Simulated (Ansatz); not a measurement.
## TiAl: a vibration from a frozen displacement

Method: DFT r2SCAN, scalar-relativistic, plane waves, PAW (Ansatz 0.2.0). Cutoff 500 eV, Γ-centred 16×16×16 k-points, Gaussian smearing of 0.15 eV. No spin polarisation. Energies are free energies at this smearing, counted from the undisturbed cell; pressure is positive in compression.

Zero of the scan (as given, not relaxed at this level; it stands at -0.8 GPa, and it needn't be the usual structure):

```
Ti Al
1.0
     3.17906    0.00000    0.00000
     0.00000    3.17906    0.00000
     0.00000    0.00000    3.17906
Ti Al
1 1
Direct
  0.00000 0.00000 0.00000
  0.50000 0.50000 0.50000
```

Every Ti atom is moved by x along the Cartesian unit vector (0.000, 0.000, 1.000); the cell and all other atoms stay fixed. The cell's volume is 32.13 Å³; the moved atoms weigh 47.867 u together and the others 26.982 u. Some rows repeat others by symmetry and weren't run.

| x (Å) | ΔE (meV/cell) | total force on the moved atoms along the move (eV/Å) | pressure (GPa) |
| --- | --- | --- | --- |
| -0.1000 | 33.76 | 0.6744 | -0.3949 |
| -0.0875 | 25.85 | 0.5903 | -0.4895 |
| -0.0750 | 19.00 | 0.5062 | -0.5717 |
| -0.0625 | 13.19 | 0.4219 | -0.6411 |
| -0.0500 | 8.44 | 0.3376 | -0.6980 |
| -0.0375 | 4.75 | 0.2533 | -0.7423 |
| -0.0250 | 2.11 | 0.1688 | -0.7739 |
| -0.0125 | 0.53 | 0.0845 | -0.7929 |
| 0.0000 | 0.00 | 0.0000 | -0.7992 |
| 0.0125 | 0.53 | -0.0845 | -0.7929 |
| 0.0250 | 2.11 | -0.1688 | -0.7739 |
| 0.0375 | 4.75 | -0.2533 | -0.7423 |
| 0.0500 | 8.44 | -0.3376 | -0.6980 |
| 0.0625 | 13.19 | -0.4219 | -0.6411 |
| 0.0750 | 19.00 | -0.5062 | -0.5717 |
| 0.0875 | 25.85 | -0.5903 | -0.4895 |
| 0.1000 | 33.76 | -0.6744 | -0.3949 |

Question: What frequency belongs to this motion?

Answer: The force constant is k = −dF/dx = 6.760 eV/Å², from the parabola through x = -0.0125, 0 and 0.0125. In every cell the moved atoms swing against the rest, so the mass is μ = m₁m₂/(m₁ + m₂) = 17.255 u, and ν̃ = 521.5 cm⁻¹ × √(|k|/μ) = 326 cm⁻¹. To first order in x, and within 1 %, the force on every atom lies along the move and, within each of the two groups, in proportion to the atom's mass, so this is itself a mode at the zone centre of this cell.

Question: How far does the harmonic law reach?

Answer: At x = -0.100 Å, kx²/2 = 33.80 meV against the computed 33.76 meV (-0.1 %): the well is still close to harmonic there.

Question: The pressure changes with x². What does that say about the frequency under compression?

Answer: With E = k(V)x²/2, k ∝ V^(−2γ) and x scaling with the cell as V^(1/3), P − P0 = −∂E/∂V = (2γ − 2/3) ΔE/V. At x = 0.0250 Å, V(P − P0) = 32.13 × 0.02531 / 160.2 eV = 5.08 meV and ΔE = 2.11 meV, so γ = 1/3 + V(P − P0)/(2ΔE) = 1.54. This is the Grüneisen parameter of the motion under uniform scaling of the cell: shrinking the cell evenly by 1 % in volume raises the frequency by about 1.54 %.

In a metal these slopes depend on the k mesh and the smearing.